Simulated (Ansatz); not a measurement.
**Eigenvalues along a path: KZn (NaTl type)**

```yaml
crystal:
  lattice:
    - [0.00000, 3.61009, 3.61009]
    - [3.61009, 0.00000, 3.61009]
    - [3.61009, 3.61009, 0.00000]
  atoms:
    - { symbol: K, position: [0.12500, 0.12500, 0.12500] }
    - { symbol: K, position: [0.87500, 0.87500, 0.87500] }
    - { symbol: Zn, position: [0.37500, 0.37500, 0.37500] }
    - { symbol: Zn, position: [0.62500, 0.62500, 0.62500] }
```

The cell comes from a relaxation on PAW files under the same functional, begun from a prototype that needn't be the stable phase.

Level of theory: DFT with PBEsol, scalar-relativistic, in Ansatz 0.2.0; a Γ-centred 7×7×7 k mesh, Fermi–Dirac smearing of 0.05 eV, no spin polarisation. PAW: frozen-core files, cutoff 420 eV.

This run: volume at 0.8 of the series' base cell.

The PAW files were made under PBE.

Path points, in fractions of the reciprocal vectors: Γ (0.000, 0.000, 0.000), X (0.500, 0.000, 0.500), U (0.625, 0.250, 0.625), K (0.375, 0.375, 0.750), L (0.500, 0.500, 0.500), W (0.500, 0.250, 0.750). The distance column jumps between branches of the path. Levels in eV from the Fermi level; bands 3 to 24, counted from the lowest band of the run. The gap is zero, the pressure 4.47 GPa.

```
# k(1/Å) point b3 b4 b5 b6 b7 b8 b9 b10 b11 b12 b13 b14 b15 b16 b17 b18 b19 b20 b21 b22 b23 b24
0.000 Γ -15.13 -15.13 -15.13 -14.59 -14.59 -14.59 -7.19 -7.19 -7.14 -7.14 -7.14 -6.98 -6.98 -6.98 -6.94 -6.94 -6.28 0.95 1.16 1.16 1.16 2.37
0.124 - -15.15 -15.15 -15.13 -14.60 -14.58 -14.58 -7.19 -7.19 -7.15 -7.15 -7.14 -6.99 -6.97 -6.97 -6.94 -6.94 -6.21 0.17 1.05 1.05 1.75 2.22
0.249 - -15.18 -15.18 -15.11 -14.63 -14.55 -14.55 -7.18 -7.17 -7.15 -7.15 -7.13 -7.02 -6.96 -6.96 -6.95 -6.93 -6.01 -0.70 0.84 0.84 1.87 2.15
0.373 - -15.22 -15.22 -15.08 -14.68 -14.50 -14.50 -7.18 -7.16 -7.16 -7.16 -7.11 -7.05 -6.96 -6.95 -6.95 -6.94 -5.69 -1.50 0.63 0.63 1.50 2.45
0.497 - -15.26 -15.26 -15.05 -14.73 -14.46 -14.46 -7.19 -7.17 -7.17 -7.14 -7.09 -7.08 -6.98 -6.95 -6.94 -6.94 -5.28 -2.20 0.46 0.46 1.25 2.61
0.622 - -15.30 -15.30 -15.00 -14.79 -14.43 -14.43 -7.19 -7.18 -7.18 -7.13 -7.11 -7.06 -7.00 -6.96 -6.93 -6.93 -4.82 -2.81 0.35 0.35 1.16 2.45
0.746 - -15.32 -15.32 -14.95 -14.85 -14.41 -14.41 -7.19 -7.18 -7.18 -7.16 -7.08 -7.03 -7.03 -6.98 -6.93 -6.93 -4.34 -3.35 0.28 0.28 1.27 2.03
0.870 X -15.32 -15.32 -14.90 -14.90 -14.40 -14.40 -7.18 -7.18 -7.18 -7.18 -7.05 -7.05 -7.00 -7.00 -6.92 -6.92 -3.85 -3.85 0.25 0.25 1.58 1.58
0.914 - -15.33 -15.32 -14.90 -14.90 -14.40 -14.40 -7.19 -7.18 -7.18 -7.17 -7.05 -7.05 -7.00 -7.00 -6.92 -6.92 -3.85 -3.84 0.20 0.25 1.60 1.65
0.958 - -15.33 -15.32 -14.91 -14.89 -14.40 -14.40 -7.19 -7.18 -7.18 -7.17 -7.05 -7.05 -7.01 -7.00 -6.92 -6.92 -3.86 -3.82 0.06 0.24 1.63 1.81
1.002 - -15.34 -15.32 -14.92 -14.88 -14.40 -14.40 -7.20 -7.18 -7.17 -7.16 -7.05 -7.05 -7.02 -7.00 -6.92 -6.92 -3.87 -3.79 -0.11 0.22 1.69 2.04
1.046 - -15.34 -15.32 -14.93 -14.86 -14.41 -14.40 -7.20 -7.18 -7.17 -7.15 -7.06 -7.05 -7.03 -7.00 -6.92 -6.91 -3.89 -3.75 -0.30 0.20 1.76 2.30
1.090 - -15.35 -15.31 -14.94 -14.84 -14.41 -14.39 -7.20 -7.18 -7.17 -7.14 -7.06 -7.05 -7.04 -7.00 -6.92 -6.91 -3.92 -3.69 -0.47 0.17 1.86 2.57
1.134 - -15.36 -15.30 -14.95 -14.82 -14.42 -14.39 -7.20 -7.18 -7.16 -7.13 -7.06 -7.05 -7.05 -7.00 -6.92 -6.91 -3.96 -3.62 -0.63 0.14 1.98 2.86
1.178 U -15.36 -15.30 -14.97 -14.80 -14.43 -14.39 -7.21 -7.18 -7.16 -7.12 -7.06 -7.06 -7.05 -7.00 -6.92 -6.91 -4.02 -3.53 -0.76 0.12 2.11 3.13
1.711 K -15.36 -15.30 -14.97 -14.80 -14.43 -14.39 -7.21 -7.18 -7.16 -7.12 -7.06 -7.06 -7.05 -7.00 -6.92 -6.91 -4.02 -3.53 -0.76 0.12 2.11 3.13
1.843 - -15.37 -15.27 -15.02 -14.74 -14.45 -14.40 -7.21 -7.18 -7.15 -7.10 -7.08 -7.07 -7.04 -7.00 -6.92 -6.91 -4.29 -3.20 -0.96 0.06 2.59 3.54
1.975 - -15.34 -15.24 -15.07 -14.68 -14.48 -14.42 -7.20 -7.18 -7.15 -7.12 -7.08 -7.05 -7.03 -6.99 -6.92 -6.92 -4.70 -2.75 -0.85 0.07 2.89 3.19
2.106 - -15.30 -15.21 -15.11 -14.64 -14.52 -14.45 -7.19 -7.18 -7.15 -7.14 -7.10 -7.02 -7.02 -6.98 -6.93 -6.92 -5.17 -2.19 -0.49 0.17 2.56 2.89
2.238 - -15.24 -15.18 -15.13 -14.62 -14.55 -14.49 -7.18 -7.17 -7.16 -7.15 -7.12 -7.01 -7.01 -6.96 -6.95 -6.92 -5.62 -1.51 0.03 0.37 2.27 2.66
2.370 - -15.19 -15.15 -15.14 -14.60 -14.57 -14.54 -7.18 -7.17 -7.16 -7.15 -7.14 -7.00 -6.99 -6.96 -6.95 -6.93 -5.97 -0.73 0.59 0.67 2.06 2.50
2.502 - -15.15 -15.14 -15.14 -14.59 -14.59 -14.58 -7.19 -7.19 -7.15 -7.15 -7.14 -6.98 -6.98 -6.97 -6.94 -6.94 -6.20 0.14 0.99 1.01 1.77 2.38
2.634 Γ -15.13 -15.13 -15.13 -14.59 -14.59 -14.59 -7.19 -7.19 -7.14 -7.14 -7.14 -6.98 -6.98 -6.98 -6.94 -6.94 -6.28 0.95 1.16 1.16 1.16 2.37
2.741 - -15.14 -15.14 -15.14 -14.59 -14.59 -14.59 -7.19 -7.19 -7.15 -7.15 -7.15 -6.98 -6.98 -6.98 -6.94 -6.94 -6.23 0.31 1.05 1.05 1.65 2.43
2.849 - -15.15 -15.15 -15.15 -14.59 -14.57 -14.57 -7.18 -7.18 -7.15 -7.15 -7.15 -6.98 -6.98 -6.98 -6.94 -6.94 -6.07 -0.43 0.82 0.82 1.70 2.54
2.957 - -15.17 -15.17 -15.17 -14.58 -14.55 -14.55 -7.17 -7.17 -7.16 -7.14 -7.14 -6.99 -6.99 -6.99 -6.93 -6.93 -5.83 -1.15 0.57 0.57 1.55 2.69
3.064 - -15.19 -15.19 -15.19 -14.58 -14.53 -14.53 -7.17 -7.17 -7.16 -7.14 -7.14 -7.00 -6.99 -6.99 -6.93 -6.93 -5.50 -1.84 0.36 0.36 1.45 2.86
3.172 - -15.22 -15.21 -15.21 -14.56 -14.51 -14.51 -7.17 -7.17 -7.17 -7.13 -7.13 -7.01 -6.99 -6.99 -6.93 -6.93 -5.13 -2.48 0.20 0.20 1.44 3.02
3.280 - -15.23 -15.22 -15.22 -14.56 -14.50 -14.50 -7.17 -7.17 -7.17 -7.12 -7.12 -7.02 -6.99 -6.99 -6.94 -6.94 -4.77 -3.00 0.10 0.10 1.49 3.14
3.387 L -15.24 -15.23 -15.23 -14.55 -14.49 -14.49 -7.17 -7.17 -7.17 -7.12 -7.12 -7.02 -6.99 -6.99 -6.94 -6.94 -4.59 -3.23 0.06 0.06 1.52 3.18
3.475 - -15.27 -15.23 -15.19 -14.58 -14.49 -14.48 -7.18 -7.17 -7.16 -7.12 -7.11 -7.03 -6.99 -6.99 -6.94 -6.93 -4.57 -3.22 -0.09 0.06 1.72 3.18
3.563 - -15.31 -15.24 -15.14 -14.62 -14.48 -14.45 -7.19 -7.18 -7.15 -7.11 -7.11 -7.04 -7.00 -7.00 -6.93 -6.92 -4.52 -3.20 -0.39 0.06 2.13 3.15
3.651 - -15.34 -15.26 -15.08 -14.67 -14.47 -14.43 -7.20 -7.18 -7.15 -7.11 -7.10 -7.06 -7.01 -7.00 -6.92 -6.92 -4.43 -3.19 -0.66 0.04 2.58 3.07
3.739 - -15.35 -15.28 -15.03 -14.72 -14.45 -14.41 -7.20 -7.19 -7.15 -7.10 -7.08 -7.07 -7.03 -7.00 -6.92 -6.91 -4.31 -3.25 -0.80 -0.01 2.93 2.95
3.827 - -15.36 -15.30 -14.98 -14.77 -14.43 -14.40 -7.20 -7.19 -7.14 -7.10 -7.09 -7.07 -7.04 -7.01 -6.91 -6.91 -4.15 -3.37 -0.80 -0.12 2.86 3.10
3.915 - -15.35 -15.32 -14.93 -14.83 -14.42 -14.40 -7.20 -7.20 -7.13 -7.11 -7.08 -7.06 -7.04 -7.02 -6.91 -6.91 -3.96 -3.55 -0.67 -0.28 2.86 3.06
4.003 W -15.34 -15.34 -14.88 -14.88 -14.41 -14.41 -7.20 -7.20 -7.12 -7.12 -7.07 -7.07 -7.03 -7.03 -6.91 -6.91 -3.76 -3.76 -0.48 -0.48 2.94 2.94
4.065 - -15.34 -15.34 -14.88 -14.88 -14.41 -14.41 -7.20 -7.20 -7.13 -7.13 -7.07 -7.07 -7.03 -7.03 -6.91 -6.91 -3.76 -3.76 -0.45 -0.45 2.85 2.85
4.127 - -15.34 -15.34 -14.88 -14.88 -14.40 -14.40 -7.20 -7.20 -7.13 -7.13 -7.06 -7.06 -7.03 -7.03 -6.91 -6.91 -3.78 -3.78 -0.38 -0.38 2.63 2.63
4.189 - -15.33 -15.33 -14.89 -14.89 -14.40 -14.40 -7.20 -7.20 -7.14 -7.14 -7.06 -7.06 -7.02 -7.02 -6.91 -6.91 -3.80 -3.80 -0.25 -0.25 2.37 2.37
4.251 - -15.33 -15.33 -14.89 -14.89 -14.40 -14.40 -7.19 -7.19 -7.16 -7.16 -7.05 -7.05 -7.02 -7.02 -6.92 -6.92 -3.82 -3.82 -0.10 -0.10 2.10 2.10
4.314 - -15.33 -15.33 -14.90 -14.90 -14.40 -14.40 -7.19 -7.19 -7.16 -7.16 -7.05 -7.05 -7.01 -7.01 -6.92 -6.92 -3.83 -3.83 0.06 0.06 1.85 1.85
4.376 - -15.33 -15.33 -14.90 -14.90 -14.40 -14.40 -7.19 -7.19 -7.17 -7.17 -7.05 -7.05 -7.00 -7.00 -6.92 -6.92 -3.85 -3.85 0.20 0.20 1.66 1.66
4.438 X -15.32 -15.32 -14.90 -14.90 -14.40 -14.40 -7.18 -7.18 -7.18 -7.18 -7.05 -7.05 -7.00 -7.00 -6.92 -6.92 -3.85 -3.85 0.25 0.25 1.58 1.58
```
